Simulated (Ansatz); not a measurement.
Input:

B:
```
CELL_PARAMETERS angstrom
      0.00000     1.42762     1.42762
      1.42762     0.00000     1.42762
      1.42762     1.42762     0.00000
ATOMIC_POSITIONS crystal
  B  0.00000 0.00000 0.00000
```

This is the r²SCAN-relaxed structure.

Problem. All from r²SCAN in the plane-wave PAW code Ansatz, unless another level is named. Estimate the electronic character.

Solution. metallic (no gap).

Problem. Predict the density of states at the Fermi level.

Solution. 0.19 states/eV per atom (mean over ±0.08 eV).

Space group Fm-3m (fcc (Cu type)). A made-up cell: these elements were put on the sites of a structure type; neither database checked (COD, Materials Project) lists it. It is not the phase usual at ambient conditions (space group No. 166). The cell was relaxed with r²SCAN under the symmetry of its start. At this level the phase is mechanically unstable.

Potentials: the earlier of the program's two PAW sets.
